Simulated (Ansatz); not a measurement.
GaPt3N:
```xyz
5
Lattice="4.1714 0.0000 0.0000 0.0000 4.1714 0.0000 0.0000 0.0000 4.1714" Properties=species:S:1:pos:R:3 pbc="T T T"
Ga     0.0000     0.0000     0.0000
Pt     0.0000     2.0857     2.0857
Pt     2.0857     0.0000     2.0857
Pt     2.0857     2.0857     0.0000
N      2.0857     2.0857     2.0857
```

Relaxed with r²SCAN. Special points in fractions of this cell's reciprocal vectors: Γ (0.000, 0.000, 0.000); X (0.000, 0.500, 0.000); M (0.500, 0.500, 0.000); R (0.500, 0.500, 0.500).

### Question
List the band energies nearest the Fermi level at these points for r²SCAN with spin–orbit coupling (plane waves, PAW; program Ansatz).

### Answer
In eV from the Fermi level; about four levels below and three above (degenerate sets whole), none deeper than 8.9 eV; points with the same levels are listed once.

| k | below | above |
|---|---|---|
| Γ | -0.61 -0.61 -0.61 -0.61 | 0.62 0.62 1.01 1.01 1.01 1.01 |
| X | -1.02 -1.02 -0.98 -0.98 | 0.62 0.62 1.31 1.31 |
| M | -0.72 -0.72 -0.57 -0.57 | 0.05 0.05 1.09 1.09 |
| R | -0.97 -0.97 -0.97 -0.97 | 0.64 0.64 0.99 0.99 0.99 0.99 |

Space group Pm-3m (anti-perovskite). The start of the workflow was typed in or built on a structure type; neither database checked (COD, Materials Project) lists it. Whether it is the stable phase at ambient conditions was not checked. Symmetry was held in the r²SCAN relaxation; its stability against distortions is not shown here. No spin polarisation was allowed. The volume moved by 21 % from the start of the relaxation. Its formation energy is positive at this level, so the cell may be metastable or incomplete.

Potentials: the earlier of the program's two PAW sets.
